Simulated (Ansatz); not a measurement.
Formation energy of EuSb in the zincblende structure

Method: PBEsol, scalar-relativistic; collinear spin; PAW, 420 eV, Γ-centred 8×8×8 mesh, 0.05 eV Gaussian smearing; code Ansatz. The datasets are Ansatz's generated set soft_2.

This is a trial structure: such lanthanide and actinide compounds mostly take the rock-salt structure.

The structure is cubic, space group F-43m (No. 216). Conventional cell: a = 7.120 Å, b = 7.120 Å, c = 7.120 Å, α = 90.00°, β = 90.00°, γ = 90.00°. Eu (site symmetry -43m) is surrounded by 4 Sb at 3.08 Å. Sb (site symmetry -43m) is surrounded by 4 Eu at 3.08 Å. (Shells end 15 % past the nearest neighbour.)

The elements were computed in their standard states with the same datasets, cutoff and functional. The compound's run is ferromagnetic, with site spin moments Eu 6.53; Sb -0.33 μB. Total energies depend on the potentials used, so only differences within one code and one set of settings carry meaning.

Energy of the relaxed cell (2 atoms, smearing extrapolated to zero): -15073.049 eV. Elements, in eV/atom: Eu -8664.407, Sb -6408.086.

Question: What is the formation energy?

Answer: [-15073.049 − (1 × -8664.407 + 1 × -6408.086)] / 2 = -0.28 eV/atom, or -27 kJ per mole of atoms.

The value is for 0 K, without zero-point energy. A negative value shows stability against the elements alone, not against other compounds or structures.

Without a U the 4f levels of Eu lie too near the Fermi level, so their share of the states there, and what hangs on it, is overstated. Spin–orbit coupling, which matters for such heavy elements, is left out. Site moments are of spin, integrated over atomic spheres. For an f⁶ shell, the formal count of Eu here, Hund's rules give L = S = 3 and J = 0, a non-magnetic ion. Spin-polarised DFT, with or without U, favours a large spin moment instead, a known failure, so moments and magnetic energies here aren't predictions. No antiparallel order was tried.
